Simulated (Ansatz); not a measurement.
Relaxed-ion elastic tensor of BaF₂ (fluorite, Fm-3m) in GPa (Voigt order), r²SCAN (plane waves, PAW; program Ansatz); density 4.90 g/cm³, 19.81 Å³ per atom.

```json
[
 {"": "1", "1": "94.1", "2": "44.6", "3": "44.6", "4": "0.0", "5": "0.0", "6": "0.0"},
 {"": "2", "1": "44.6", "2": "94.1", "3": "44.6", "4": "0.0", "5": "0.0", "6": "0.0"},
 {"": "3", "1": "44.6", "2": "44.6", "3": "94.1", "4": "0.0", "5": "0.0", "6": "0.0"},
 {"": "4", "1": "0.0", "2": "0.0", "3": "0.0", "4": "26.2", "5": "0.0", "6": "0.0"},
 {"": "5", "1": "0.0", "2": "0.0", "3": "0.0", "4": "0.0", "5": "26.2", "6": "0.0"},
 {"": "6", "1": "0.0", "2": "0.0", "3": "0.0", "4": "0.0", "5": "0.0", "6": "26.2"}
]
```

Q: Is the crystal mechanically stable?

A: Yes: the smallest eigenvalue of C is 26.2 GPa.

Q: Work out the Voigt, Reuss and Hill averages.

A: K_V = 61.1, K_R = 61.1, K_H = 61.1; G_V = 25.6, G_R = 25.6, G_H = 25.6 GPa.

Q: Give Young's modulus, Poisson's ratio, Pugh's ratio and the universal anisotropy index.

A: E = 9KG/(3K + G) = 67.4 GPa; ν = 0.32; K/G = 2.39 (ductile by the Pugh limit of 1.75); A_U = 5G_V/G_R + K_V/K_R − 6 = 0.00.

Q: Estimate the sound speeds and the Debye temperature.

A: v_l = √((K + 4G/3)/ρ) = 4410 m/s, v_t = √(G/ρ) = 2290 m/s, mean 2560 m/s; Θ = (h/k)(3n/4πV)^(1/3) v_m = 282 K.

Q: Give the Zener ratio and Young's modulus along [100], [110] and [111].

A: A = 2C44/(C11 − C12) = 1.06; 1/E = S11 − 2(S11 − S12 − S44/2)Γ with Γ = 0, 1/4, 1/3 gives 65.4, 67.9, 68.8 GPa.

Q: Solve the Christoffel equation for the three sound speeds along [100], [110], [111].

A: Eigenvalues of C_ijkl n_j n_l equal ρv². In km/s, slowest first: [100] 2.31, 2.31, 4.38; [110] 2.25, 2.31, 4.42; [111] 2.27, 2.27, 4.43.

The cell was relaxed with r²SCAN under the symmetry of its start; phonons on a q-mesh show no instability. Spin–orbit coupling is left out wherever it is not named.

Potentials: the later of the program's two PAW sets.
